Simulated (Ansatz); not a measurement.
Input file for Ansatz (a quantum-chemistry and plane-wave program):

Ansatz 0.2 input:
```yaml
crystal:
  lattice:
    - [4.1549809825, 0.0, 0.0]
    - [0.0, 4.1549809825, 0.0]
    - [0.0, 0.0, 2.6613592307]
  atoms:
    - { symbol: Si, position: [0.5, 0.5, 0.5] }
    - { symbol: Si, position: [0.0, 0.0, 0.0] }
    - { symbol: O, position: [0.6944285305, 0.6944285305, 0.0] }
    - { symbol: O, position: [0.3055714695, 0.3055714695, 0.0] }
    - { symbol: O, position: [0.8055714695, 0.1944285305, 0.5] }
    - { symbol: O, position: [0.1944285305, 0.8055714695, 0.5] }
kpoints:
  mp_grid: { grid: [6, 6, 8] }
hamiltonian:
  xc: lda
  pseudopotentials: { azcp: { folder: ./paw }, kind: paw }
scf:
  occupations: { method: fixed }
phonons:
  method: dfpt
  response_accuracy: low
  qmesh: [3, 3, 4]
  interpolated_qmesh: [13, 13, 20]
  dielectric: true
  rigid_motions: translations
  temperatures: { t_max: 1000, t_step: 50 }
  qpath:
    path:
      - [[0.0, 0.0, 0.0], [0.0, 0.5, 0.0], [0.5, 0.5, 0.0], [0.0, 0.0, 0.0], [0.0, 0.0, 0.5], [0.0, 0.5, 0.5], [0.5, 0.5, 0.5], [0.0, 0.0, 0.5]]  # Γ-X-M-Γ-Z-R-A-Z
      - [[0.0, 0.5, 0.0], [0.0, 0.5, 0.5]]  # X-R
      - [[0.5, 0.5, 0.0], [0.5, 0.5, 0.5]]  # M-A
    npoints: 9
```

Output (shortened):

```
WARN phonons: the dynamical matrix that this run interpolates holds no multipole term above the dipole-dipole one, and a site of this crystal is no centre of …
Pseudopotential: Si, paw, valence charge 4
Pseudopotential: O, paw, valence charge 6
Functional definition: SPW92
Crystal: 6 atoms, lattice volume = 45.945 Å³
Basis set: ecut = 420 eV, 913 PW (Γ), exchange–correlation on 60×60×36 points (8 copies of the dense FFT grid, shifted against one another)
Bands: 22, of which v1, the nominal top of the filled ones, is band 16 counted from 1 (15 counted from 0)
Symmetry: 16 space group operations
k-points: 148 of 288 (irreducible under 1 space group operation, time reversal used)
SCF 1 converged in 9 iterations: F = -3445.450966 eV  dr2 = 2.80e-12
── the response to a field inside a basis, on 6×6×8 k-points: an SCF that follows is theirs, and a resumed run solves both again ──
Crystal: 6 atoms, lattice volume = 45.945 Å³
Bands: 17, of which v1, the nominal top of the filled ones, is band 16 counted from 1 (15 counted from 0)
k-points: 24 of 288
SCF 1 converged in 4 iterations: F = -3445.452895 eV  dr2 = 1.10e-8
SCF converged after 9 iterations
Free energy (F): -3445.450966 eV
Harris-Foulkes:  -3445.450966 eV  (|F-HF|=1.82e-12)
Internal energy: -3445.450966 eV  (E = F + TS)
E sigma→0 (E₀):  -3445.450966 eV
Fermi energy:    10.471504 eV
--- Per-component energies (eV) ---
  E_band       = 61.419593
  E_kinetic    = 785.183058
  E_local      = -1194.708580  (includes V_loc(G=0)·N_el)
  E_nonlocal   = 260.778228
  E_hartree    = 433.024823
  E_xc         = -400.453065
  E_vxc        = -467.686560  (∫ρ·V_xc dr)
  E_paw        = -1581.935767  (= ΣΔE_a)
  E_vpaw       = -188.199506  (= ΣTr[D̂ρ^β])
  E_aug_tail   = 0.003252  (compensation charges beyond the density's cutoff)
  E_ewald      = -1747.899264
  E_core_change = 0.556347  (= ΣΔE_core)
  E_smearing   =  0.000000  (= −TS)
  E_closure    =  0.000000  (closes the sum)
  Σ components = -3445.450966   (vs F -3445.450966, Δ=0.00e0)
--- Band table (eV; the first three rows and the last of 148) ---
  k-point 0: bands = ["-12.0735", "-8.2699", "-8.2699", "-7.9871", "-0.5474", "3.8947", "3.8947", "3.9634", "4.9242", "5.2649", "7.2546", "7.2546", "7.9145", "9.5624", "9.5624", "10.4715", "16.2871", "16.9492", "18.8655", "18.8655", "21.2468", "21.9498"]
  k-point 1: bands = ["-11.8603", "-8.1582", "-8.1582", "-7.9657", "-0.4750", "4.0711", "4.0711", "4.1966", "4.3576", "4.9545", "6.5541", "6.5541", "7.2199", "9.4048", "9.4048", "10.2696", "16.9879", "18.0662", "19.7594", "19.7594", "20.5640", "22.7606"]
  k-point 2: bands = ["-11.2465", "-8.0181", "-7.8695", "-7.8695", "-0.3193", "3.5180", "3.8446", "4.5596", "4.5596", "4.8755", "5.1312", "5.1312", "6.0500", "8.9097", "8.9097", "9.6296", "18.0507", "20.2204", "20.4663", "21.6492", "21.6492", "23.8792"]
  k-point 147: bands = ["-8.8860", "-8.8860", "-7.6614", "-7.6614", "-0.5052", "-0.5052", "2.0569", "2.0569", "5.8817", "5.8817", "5.8830", "5.8830", "8.6733", "8.6733", "8.8677", "8.8677", "17.6705", "17.6705", "21.3591", "21.3591", "21.9575", "21.9575"]
--- Phonons (Γ-DFPT): 4 representative perturbations + reference, on 148 of 288 k-points (Σ response iterations 11) ---
  ASR residual: 9.498e-5 → 0.000e0 eV/Å²; symmetrization residual: 1.326e-5 eV/Å²
  ASR residual per site (eV/Å²): 5.59e-5 5.59e-5 9.50e-5 9.50e-5 9.50e-5 9.50e-5
  Γ frequencies (cm⁻¹): 0.00 0.00 0.00 218.47 383.64 465.63 465.63 583.81 583.81 585.77 585.77 589.05 658.14 753.33 757.82 822.83 822.83 947.14
  ε∞ (high-frequency dielectric tensor):
        3.374941     0.000000     0.000000
        0.000000     3.374941     0.000000
        0.000000     0.000000     3.551847
  ε⁰ (static dielectric tensor: ions relaxed, cell fixed):
       11.099345     0.000000     0.000000
        0.000000    11.099345     0.000000
        0.000000     0.000000     9.032298
  ε⁰ − ε∞ (ionic part):
        7.724404     0.000000     0.000000
        0.000000     7.724404     0.000000
        0.000000     0.000000     5.480451
  softest optical mode at Γ: 218.47 cm⁻¹; the repairs (sum rule, projections) moved no ω² at Γ by more than (2.46 cm⁻¹)²
  Born effective charges Z* (e; rows j = field, columns β = displacement):
    site 0:
         3.80954   -0.35914    0.00000
        -0.35914    3.80954    0.00000
         0.00000    0.00000    4.07138
    site 1:
         3.80954    0.35914    0.00000
         0.35914    3.80954    0.00000
         0.00000    0.00000    4.07138
    site 2:
        -1.90477   -0.57549    0.00000
        -0.57549   -1.90477    0.00000
         0.00000    0.00000   -2.03569
    site 3:
        -1.90477   -0.57549    0.00000
        -0.57549   -1.90477    0.00000
         0.00000    0.00000   -2.03569
    site 4:
        -1.90477    0.57549    0.00000
         0.57549   -1.90477    0.00000
         0.00000    0.00000   -2.03569
    site 5:
        -1.90477    0.57549    0.00000
         0.57549   -1.90477    0.00000
         0.00000    0.00000   -2.03569
  Z* charge neutrality: 2.210e-3 e pre-enforcement
  solved inside a basis spanned on kpoints, on 6×6×8 k-points, its susceptibility summed on 8×8×12: ε∞ is read to err by 8.3e-3, Z* by 1.4e-2 e (field_mesh …
  optical modes at Γ without the LO–TO term, one row a degenerate level:
      ω (cm⁻¹)  modes    IR ((D/Å)²/amu)
        218.47      1             0.0000
        383.64      1             0.0000
        465.63      2            56.8278
        583.81      2             0.0000
        585.77      2            11.2045
        589.05      1             0.0000
        658.14      1            51.1363
        753.33      1             0.0000
        757.82      1             0.0000
        822.83      2            25.7532
        947.14      1             0.0000
  optical modes at Γ + LO–TO along q̂ = [1.0000, 0.0000, 0.0000]:
      ω (cm⁻¹)  modes    IR ((D/Å)²/amu)
        218.47      1             0.0000
        383.64      1             0.0000
        465.63      1            28.4139
        559.60      1             0.5628
        583.81      2             0.0000
        585.77      1             5.6023
        589.05      1             0.0000
        658.14      1            51.1363
        700.43      1             5.2487
        753.33      1             0.0000
        757.82      1             0.0000
        822.83      1            12.8766
        947.14      1             0.0000
       1038.38      1            41.0813
  optical modes at Γ + LO–TO along q̂ = [0.0000, 1.0000, 0.0000]:
      ω (cm⁻¹)  modes    IR ((D/Å)²/amu)
        218.47      1             0.0000
        383.64      1             0.0000
        465.63      1            28.4139
        559.60      1             0.5628
        583.81      2             0.0000
        585.77      1             5.6023
        589.05      1             0.0000
        658.14      1            51.1363
        700.43      1             5.2487
        753.33      1             0.0000
        757.82      1             0.0000
        822.83      1            12.8766
        947.14      1             0.0000
       1038.38      1            41.0813
  optical modes at Γ + LO–TO along q̂ = [0.0000, 0.0000, 1.0000]:
      ω (cm⁻¹)  modes    IR ((D/Å)²/amu)
        218.47      1             0.0000
        383.64      1             0.0000
        465.63      2            56.8278
        583.81      2             0.0000
        585.77      2            11.2045
        589.05      1             0.0000
        753.33      1             0.0000
        757.82      1             0.0000
        822.83      2            25.7532
        947.14      1             0.0000
       1049.51      1            51.1363
  non-analytic LO–TO correction: the dipole-dipole term of the run's Born effective charges and high-frequency dielectric tensor (where they are solved with …
--- Phonons (arbitrary-q DFPT): 9 irreducible q on the 3×3×4 mesh ---
  q = [0.0000, 0.0000, 0.0000] (star 1, of the zone-centre solve; hermiticity 5.49e-7, symmetrization 2.73e-7):  0.00  0.00  0.00 218.47 383.64 465.63 465.63 583.81 583.81 585.77 585.77 589.05 658.14 753.33 757.82 822.83 822.83 947.14
  q = [0.0000, 0.0000, 0.2500] (star 2, 4 solved perturbations in 528 linear systems a pass and spin channel, the states on 160 of 288 k-point pairs; hermiticity 3.25e-7, symmetrization 1.47e-14): 229.93 229.93 311.21 385.05 448.85 448.85 533.91 533.91 556.05 …
  q = [0.0000, 0.0000, -0.5000] (star 1, 4 solved perturbations in 330 linear systems a pass and spin channel, the states on 100 of 288 k-point pairs; hermiticity 2.76e-7, symmetrization 1.34e-14): 400.61 400.61 410.21 410.21 447.76 447.76 457.17 457.17 …
  q = [0.0000, 0.3333, 0.0000] (star 4, 6 solved perturbations on 180 of 288 k-point pairs; hermiticity 4.37e-7, symmetrization 1.56e-11): 193.45 214.02 255.68 300.02 331.84 487.97 493.03 515.05 574.76 589.62 590.90 633.81 684.31 735.20 787.30 818.62 972.23 1017.06
  q = [0.0000, 0.3333, 0.2500] (star 8, 6 solved perturbations on 288 of 288 k-point pairs: no pair is spared here; hermiticity 4.46e-7, symmetrization 5.91e-12): 258.08 289.63 328.75 415.54 450.19 465.52 481.49 497.01 531.18 567.95 652.91 663.46 690.00 …
  q = [0.0000, 0.3333, -0.5000] (star 4, 6 solved perturbations on 180 of 288 k-point pairs; hermiticity 2.96e-7, symmetrization 8.05e-12): 361.45 361.45 385.61 385.61 422.37 422.37 457.36 457.36 590.22 590.22 684.00 684.00 757.43 757.43 841.99 841.99 874.79 874.79
  q = [0.3333, 0.3333, 0.0000] (star 4, 8 solved perturbations in 1140 linear systems a pass and spin channel, the states on 180 of 288 k-point pairs; hermiticity 6.31e-7, symmetrization 2.93e-11): 196.03 255.15 320.69 340.75 359.35 417.07 450.43 507.27 …
  q = [0.3333, 0.3333, 0.2500] (star 8, 8 solved perturbations in 1824 linear systems a pass and spin channel, the states on 288 of 288 k-point pairs; hermiticity 5.53e-7, symmetrization 4.58e-12): 275.93 319.05 341.64 354.31 440.87 464.89 481.75 511.21 …
  q = [0.3333, 0.3333, -0.5000] (star 4, 8 solved perturbations in 1140 linear systems a pass and spin channel, the states on 180 of 288 k-point pairs; hermiticity 3.70e-7, symmetrization 8.62e-12): 322.86 331.44 392.35 419.24 433.91 447.78 455.81 460.41 …
  sum rule: each row above includes the acoustic sum rule's correction from the zone centre's row sums; it moved no ω² by more than (1.42 cm⁻¹)²
  mesh force constants: q→R imaginary residual 1.47e-16; ASR residual 9.498e-5 → 0.000e0 eV/Å²; symmetrization residual 4.263e-14 eV/Å²
  interpolated dispersion: 85 rows × 18 modes
  density of states and harmonic sums: on the 13×13×20 q-mesh, interpolated from the force constants of a 3×3×4 supercell (with the dipole–dipole term)
  largest difference from the sums on the solved wave vectors: F 1.35e-2 eV, S 2.09e-5 and C_V 6.87e-6 eV/K
  zero-point energy: 0.650184 eV/cell   skipped modes (ω ≤ 0): 3   left out of the sums: 4.93e-5 of the cell's modes …
```

Cost: very roughly 9 core-minutes on shared cores.

Space group P4_2/mnm (rutile). This is a known high-pressure phase of the composition, computed here at zero pressure and temperature. The cell was relaxed with LDA under the symmetry of its start.

Potentials: the earlier of the program's two PAW sets.

Ansatz is a plane-wave DFT program.
